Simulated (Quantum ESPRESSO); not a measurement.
Space group Fm-3m (No. 225); a = b = c = 5.9135 Å, α = β = γ = 90.00°

| atom | site | symmetry | x | y | z |
|---|---|---|---|---|---|
| Se | 4b | m-3m | 0.5000 | 0.5000 | 0.5000 |
| Pb | 4a | m-3m | 0.0000 | 0.0000 | 0.0000 |
(The calculation used a cell of 2 atoms; values per cell refer to that cell.)

The PBEsol cell relaxed from Materials Project entry mp-2201 was given an isotropic strain of -3 % on all lattice vectors, and the atoms were relaxed again.

**Question.** What does PBE (stringent potentials; pw.x of Quantum ESPRESSO, ONCV potentials, without SOC) give for the electronic structure near the Fermi level?

**Answer.** The PBE gap is direct, 0.10 eV at L. Spin-orbit coupling is left out; with 6p states at a band edge it can lower the gap by many tenths of an eV, most of a small gap. So small a PBE gap in heavy elements may be inverted, where one-shot corrections to single bands mislead.
